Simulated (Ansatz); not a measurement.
BaGe2O3 in the borrowed MnCd2Te3 type (No. 156): a relaxation of cell and atoms in Ansatz (PBEsol). The starting cell was estimated from covalent radii.

```yaml
crystal:
  lattice:
    - [3.55169297, 0.0, 0.0]
    - [-1.77584648, 3.07585634, 0.0]
    - [0.0, 0.0, 8.63144036]
  atoms:
    - { symbol: Ba, position: [0.33333333, 0.66666667, 0.66410858] }
    - { symbol: Ge, position: [0.0, 0.0, 0.99686164] }
    - { symbol: Ge, position: [0.66666667, 0.33333333, 0.33764196] }
    - { symbol: O, position: [0.0, 0.0, 0.25037032] }
    - { symbol: O, position: [0.66666667, 0.33333333, 0.59208768] }
    - { symbol: O, position: [0.33333333, 0.66666667, 0.90892982] }
kpoints:
  mp_grid: { grid: [9, 9, 4] }
hamiltonian:
  xc: pbesol
scf:
  occupations: { method: fermi_dirac, width: 0.03 }
relax:
  f_tol: 0.01
  cell: {}
  max_steps: 120
output:
  write_density: true
  write_potential: true
  elf: true
  volumetric_format: npy
```

The trajectory has 18 recorded frames, each with positions in Å and forces in eV/Å. Some frames, the last among them, repeat a geometry solved again on a basis re-selected at its cell; pressure is positive in compression.

Step 1: energy 0.0 meV/atom from step 1, largest force component 5.550 eV/Å, pressure +27.36 GPa
```xyz
6
Lattice="3.5517 0.0000 0.0000 -1.7758 3.0759 0.0000 0.0000 0.0000 8.6314" Properties=species:S:1:pos:R:3:forces:R:3 pbc="T T T"
Ba    0.0000    2.0506    5.7322    0.0000    0.0000   -1.3976
Ge    0.0000    0.0000    8.6044    0.0000    0.0000    0.1022
Ge    1.7758    1.0253    2.9143    0.0000    0.0000    0.0483
O     0.0000    0.0000    2.1611    0.0000    0.0000   -0.0055
O     1.7758    1.0253    5.1106    0.0000    0.0000   -4.2973
O     0.0000    2.0506    7.8454    0.0000    0.0000    5.5499
```

Step 2: energy -409.2 meV/atom from step 1, largest force component 2.599 eV/Å, pressure +8.34 GPa
```xyz
6
Lattice="3.6881 0.0000 0.0000 -1.8440 3.1940 0.0000 0.0000 0.0000 8.8899" Properties=species:S:1:pos:R:3:forces:R:3 pbc="T T T"
Ba    0.0000    2.1293    5.9069    0.0000    0.0000    0.7272
Ge    0.0000    0.0000    8.9059    0.0000    0.0000    0.1430
Ge    1.8440    1.0647    2.9331    0.0000    0.0000   -0.3437
O     0.0000    0.0000    2.2329    0.0000    0.0000    0.1396
O     1.8440    1.0647    5.0773    0.0000    0.0000   -2.5987
O     0.0000    2.1293    8.2809    0.0000    0.0000    1.9326
```

Step 3: energy -563.1 meV/atom from step 1, largest force component 1.198 eV/Å, pressure -0.48 GPa
```xyz
6
Lattice="3.7714 0.0000 0.0000 -1.8857 3.2661 0.0000 0.0000 0.0000 8.8481" Properties=species:S:1:pos:R:3:forces:R:3 pbc="T T T"
Ba    0.0000    2.1774    5.9618    0.0000    0.0000   -0.2235
Ge    0.0000    0.0000    8.8995    0.0000    0.0000    0.3531
Ge    1.8857    1.0887    2.7754    0.0000    0.0000    0.1022
O     0.0000    0.0000    2.2445    0.0000    0.0000   -0.3154
O     1.8857    1.0887    4.8532    0.0000    0.0000   -1.1147
O     0.0000    2.1774    8.4459    0.0000    0.0000    1.1983
```

Step 4: energy -657.3 meV/atom from step 1, largest force component 0.777 eV/Å, pressure -2.83 GPa
```xyz
6
Lattice="3.8319 0.0000 0.0000 -1.9160 3.3185 0.0000 0.0000 0.0000 8.4441" Properties=species:S:1:pos:R:3:forces:R:3 pbc="T T T"
Ba    0.0000    2.2124    5.6982    0.0000    0.0000   -0.2049
Ge    0.0000    0.0000    8.4918    0.0000    0.0000    0.7773
Ge    1.9160    1.1062    2.5411    0.0000    0.0000    0.1479
O     0.0000    0.0000    2.1523    0.0000    0.0000   -0.6764
O     1.9160    1.1062    4.5342    0.0000    0.0000   -0.7305
O     0.0000    2.2124    8.2477    0.0000    0.0000    0.6866
```

Step 5: energy -726.2 meV/atom from step 1, largest force component 0.338 eV/Å, pressure -0.61 GPa
```xyz
6
Lattice="3.8611 0.0000 0.0000 -1.9306 3.3438 0.0000 0.0000 0.0000 8.0236" Properties=species:S:1:pos:R:3:forces:R:3 pbc="T T T"
Ba    0.0000    2.2292    5.4038    0.0000    0.0000    0.2663
Ge    0.0000    0.0000    8.1361    0.0000    0.0000   -0.2122
Ge    1.9306    1.1146    2.3343    0.0000    0.0000   -0.3380
O     0.0000    0.0000    2.0159    0.0000    0.0000    0.2152
O     1.9306    1.1146    4.2150    0.0000    0.0000   -0.1008
O     0.0000    2.2292    7.9834    0.0000    0.0000    0.1694
```

Step 6: energy -745.2 meV/atom from step 1, largest force component 0.359 eV/Å, pressure +0.25 GPa
```xyz
6
Lattice="3.9122 0.0000 0.0000 -1.9561 3.3881 0.0000 0.0000 0.0000 7.5976" Properties=species:S:1:pos:R:3:forces:R:3 pbc="T T T"
Ba    0.0000    2.2587    5.1282    0.0000    0.0000   -0.1646
Ge    0.0000    0.0000    7.6680    0.0000    0.0000    0.1854
Ge    1.9561    1.1294    2.1238    0.0000    0.0000   -0.0489
O     0.0000    0.0000    1.9258    0.0000    0.0000    0.3592
O     1.9561    1.1294    3.9811    0.0000    0.0000   -0.0698
O     0.0000    2.2587    7.6642    0.0000    0.0000   -0.2613
```

Step 7: energy -748.7 meV/atom from step 1, largest force component 0.333 eV/Å, pressure -0.28 GPa
```xyz
6
Lattice="3.9510 0.0000 0.0000 -1.9755 3.4217 0.0000 0.0000 0.0000 7.4835" Properties=species:S:1:pos:R:3:forces:R:3 pbc="T T T"
Ba    0.0000    2.2811    4.9964    0.0000    0.0000    0.0224
Ge    0.0000    0.0000    7.6004    0.0000    0.0000   -0.3328
Ge    1.9755    1.1406    2.0696    0.0000    0.0000    0.0246
O     0.0000    0.0000    1.9739    0.0000    0.0000    0.1770
O     1.9755    1.1406    3.9060    0.0000    0.0000    0.0517
O     0.0000    2.2811    7.5167    0.0000    0.0000    0.0572
```

Step 8: energy -749.7 meV/atom from step 1, largest force component 0.100 eV/Å, pressure +0.08 GPa
```xyz
6
Lattice="3.9293 0.0000 0.0000 -1.9647 3.4029 0.0000 0.0000 0.0000 7.5140" Properties=species:S:1:pos:R:3:forces:R:3 pbc="T T T"
Ba    0.0000    2.2686    5.0224    0.0000    0.0000   -0.0103
Ge    0.0000    0.0000    7.6117    0.0000    0.0000    0.1002
Ge    1.9647    1.1343    2.0874    0.0000    0.0000   -0.0598
O     0.0000    0.0000    1.9810    0.0000    0.0000   -0.0726
O     1.9647    1.1343    3.9266    0.0000    0.0000    0.0487
O     0.0000    2.2686    7.5482    0.0000    0.0000   -0.0057
```

Step 9: energy -749.7 meV/atom from step 1, largest force component 0.043 eV/Å, pressure -0.01 GPa
```xyz
6
Lattice="3.9337 0.0000 0.0000 -1.9669 3.4067 0.0000 0.0000 0.0000 7.5081" Properties=species:S:1:pos:R:3:forces:R:3 pbc="T T T"
Ba    0.0000    2.2712    5.0167    0.0000    0.0000    0.0081
Ge    0.0000    0.0000    7.6092    0.0000    0.0000   -0.0162
Ge    1.9669    1.1356    2.0822    0.0000    0.0000    0.0348
O     0.0000    0.0000    1.9766    0.0000    0.0000    0.0124
O     1.9669    1.1356    3.9268    0.0000    0.0000   -0.0432
O     0.0000    2.2712    7.5438    0.0000    0.0000    0.0037
```

Step 10: energy -749.7 meV/atom from step 1, largest force component 0.003 eV/Å, pressure 0.00 GPa
```xyz
6
Lattice="3.9337 0.0000 0.0000 -1.9668 3.4067 0.0000 0.0000 0.0000 7.5072" Properties=species:S:1:pos:R:3:forces:R:3 pbc="T T T"
Ba    0.0000    2.2711    5.0170    0.0000    0.0000    0.0003
Ge    0.0000    0.0000    7.6083    0.0000    0.0000   -0.0016
Ge    1.9668    1.1356    2.0822    0.0000    0.0000   -0.0003
O     0.0000    0.0000    1.9771    0.0000    0.0000    0.0007
O     1.9668    1.1356    3.9239    0.0000    0.0000    0.0030
O     0.0000    2.2711    7.5434    0.0000    0.0000   -0.0021
```

Step 11: energy -770.9 meV/atom from step 1, largest force component 0.006 eV/Å, pressure +1.58 GPa
```xyz
6
Lattice="3.9337 0.0000 0.0000 -1.9668 3.4067 0.0000 0.0000 0.0000 7.5072" Properties=species:S:1:pos:R:3:forces:R:3 pbc="T T T"
Ba    0.0000    2.2711    5.0170    0.0000    0.0000    0.0042
Ge    0.0000    0.0000    7.6083    0.0000    0.0000    0.0020
Ge    1.9668    1.1356    2.0822    0.0000    0.0000    0.0002
O     0.0000    0.0000    1.9771    0.0000    0.0000   -0.0013
O     1.9668    1.1356    3.9239    0.0000    0.0000   -0.0060
O     0.0000    2.2711    7.5434    0.0000    0.0000    0.0008
```

Step 12: energy -773.9 meV/atom from step 1, largest force component 0.273 eV/Å, pressure -0.37 GPa
```xyz
6
Lattice="4.0051 0.0000 0.0000 -2.0025 3.4685 0.0000 0.0000 0.0000 7.4321" Properties=species:S:1:pos:R:3:forces:R:3 pbc="T T T"
Ba    0.0000    2.3123    4.9403    0.0000    0.0000    0.0755
Ge    0.0000    0.0000    7.5210    0.0000    0.0000    0.2730
Ge    2.0025    1.1562    2.0684    0.0000    0.0000   -0.1327
O     0.0000    0.0000    1.9622    0.0000    0.0000   -0.0940
O     2.0025    1.1562    3.9042    0.0000    0.0000    0.0148
O     0.0000    2.3123    7.4742    0.0000    0.0000   -0.1364
```

Step 13: energy -774.8 meV/atom from step 1, largest force component 0.152 eV/Å, pressure +0.23 GPa
```xyz
6
Lattice="4.0246 0.0000 0.0000 -2.0123 3.4854 0.0000 0.0000 0.0000 7.3146" Properties=species:S:1:pos:R:3:forces:R:3 pbc="T T T"
Ba    0.0000    2.3236    4.8644    0.0000    0.0000   -0.1524
Ge    0.0000    0.0000    7.4107    0.0000    0.0000    0.0473
Ge    2.0123    1.1618    2.0147    0.0000    0.0000    0.0634
O     0.0000    0.0000    1.9517    0.0000    0.0000   -0.0442
O     2.0123    1.1618    3.8428    0.0000    0.0000   -0.0332
O     0.0000    2.3236    7.3454    0.0000    0.0000    0.1189
```

Step 14: energy -775.0 meV/atom from step 1, largest force component 0.019 eV/Å, pressure -0.02 GPa
```xyz
6
Lattice="4.0221 0.0000 0.0000 -2.0111 3.4832 0.0000 0.0000 0.0000 7.3527" Properties=species:S:1:pos:R:3:forces:R:3 pbc="T T T"
Ba    0.0000    2.3222    4.8817    0.0000    0.0000    0.0103
Ge    0.0000    0.0000    7.4527    0.0000    0.0000   -0.0043
Ge    2.0111    1.1611    2.0310    0.0000    0.0000   -0.0174
O     0.0000    0.0000    1.9557    0.0000    0.0000    0.0194
O     2.0111    1.1611    3.8612    0.0000    0.0000   -0.0082
O     0.0000    2.3222    7.3905    0.0000    0.0000    0.0005
```

Step 15: energy -775.0 meV/atom from step 1, largest force component 0.005 eV/Å, pressure -0.02 GPa
```xyz
6
Lattice="4.0202 0.0000 0.0000 -2.0101 3.4816 0.0000 0.0000 0.0000 7.3555" Properties=species:S:1:pos:R:3:forces:R:3 pbc="T T T"
Ba    0.0000    2.3211    4.8849    0.0000    0.0000   -0.0041
Ge    0.0000    0.0000    7.4565    0.0000    0.0000    0.0004
Ge    2.0101    1.1605    2.0297    0.0000    0.0000    0.0055
O     0.0000    0.0000    1.9577    0.0000    0.0000   -0.0012
O     2.0101    1.1605    3.8603    0.0000    0.0000   -0.0019
O     0.0000    2.3211    7.3941    0.0000    0.0000    0.0012
```

Step 16: energy -776.4 meV/atom from step 1, largest force component 0.006 eV/Å, pressure +0.02 GPa
```xyz
6
Lattice="4.0202 0.0000 0.0000 -2.0101 3.4816 0.0000 0.0000 0.0000 7.3555" Properties=species:S:1:pos:R:3:forces:R:3 pbc="T T T"
Ba    0.0000    2.3211    4.8849    0.0000    0.0000   -0.0042
Ge    0.0000    0.0000    7.4565    0.0000    0.0000    0.0017
Ge    2.0101    1.1605    2.0297    0.0000    0.0000    0.0065
O     0.0000    0.0000    1.9577    0.0000    0.0000   -0.0023
O     2.0101    1.1605    3.8603    0.0000    0.0000   -0.0029
O     0.0000    2.3211    7.3941    0.0000    0.0000    0.0013
```

Step 17: energy -776.5 meV/atom from step 1, largest force component 0.005 eV/Å, pressure +0.01 GPa
```xyz
6
Lattice="4.0270 0.0000 0.0000 -2.0135 3.4875 0.0000 0.0000 0.0000 7.3323" Properties=species:S:1:pos:R:3:forces:R:3 pbc="T T T"
Ba    0.0000    2.3250    4.8657    0.0000    0.0000   -0.0048
Ge    0.0000    0.0000    7.4323    0.0000    0.0000    0.0015
Ge    2.0135    1.1625    2.0208    0.0000    0.0000   -0.0001
O     0.0000    0.0000    1.9545    0.0000    0.0000    0.0049
O     2.0135    1.1625    3.8495    0.0000    0.0000    0.0019
O     0.0000    2.3250    7.3733    0.0000    0.0000   -0.0034
```

Step 18: energy -776.5 meV/atom from step 1, largest force component 0.005 eV/Å, pressure +0.01 GPa
```xyz
6
Lattice="4.0270 0.0000 0.0000 -2.0135 3.4875 0.0000 0.0000 0.0000 7.3323" Properties=species:S:1:pos:R:3:forces:R:3 pbc="T T T"
Ba    0.0000    2.3250    4.8657    0.0000    0.0000   -0.0048
Ge    0.0000    0.0000    7.4323    0.0000    0.0000    0.0016
Ge    2.0135    1.1625    2.0208    0.0000    0.0000    0.0000
O     0.0000    0.0000    1.9545    0.0000    0.0000    0.0047
O     2.0135    1.1625    3.8495    0.0000    0.0000    0.0017
O     0.0000    2.3250    7.3733    0.0000    0.0000   -0.0033
```

The walk took 15 steps, besides SCFs solved again on a fresh basis, and changed the volume by +9.2 %. The last SCF, on a fresh basis, lies 776 meV an atom below the first. Final cell: it is trigonal, P3m1 (No. 156); a = 4.027 Å, c = 7.332 Å in the conventional setting, 17.16 Å³ an atom. Ba has 4 O at 2.51–2.54 Å; Ge has 4 O at 1.85–2.33 Å; Ge has 4 O at 1.83–2.33 Å; O has 4 Ge at 1.85–2.33 Å; O has 1 Ge at 1.83 Å and 3 Ba at 2.54 Å; O has 3 Ge at 2.33 Å and 1 Ba at 2.51 Å.

Command: `ansatz run input.yaml --threads 2 --pin off --max-ram 2211MiB --backend cpu --events-out ev --progress --plain --runs-dir out`. It took 2.3 min on 2 threads of Arm Neoverse V2, with other jobs on the host; peak host memory 0.44 GiB.

All values are calculated for a non-magnetic cell, which may be hypothetical.
